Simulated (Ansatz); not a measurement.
Name crystals whose computed values (r²SCAN (plane waves, PAW; program Ansatz)) fall in these windows: Θ_D (K) 650 to 850; gap (eV) 0.14 to 0.17.



```csv
crystal,Θ_D (K),gap (eV)
"Si2Mo, P6_222 (Si on 6j, Mo on 3d)",708,0.16
```
Others may fit too.

Not the usual ambient phase: Si2Mo, P6_222 (Si on 6j, Mo on 3d). The cell was relaxed under the symmetry of its start. Rows with no word on spin ran without spin polarisation. Scalar-relativistic: spin–orbit coupling is off unless named, which matters more the heavier the elements.

Potentials: the earlier of the program's two PAW sets.
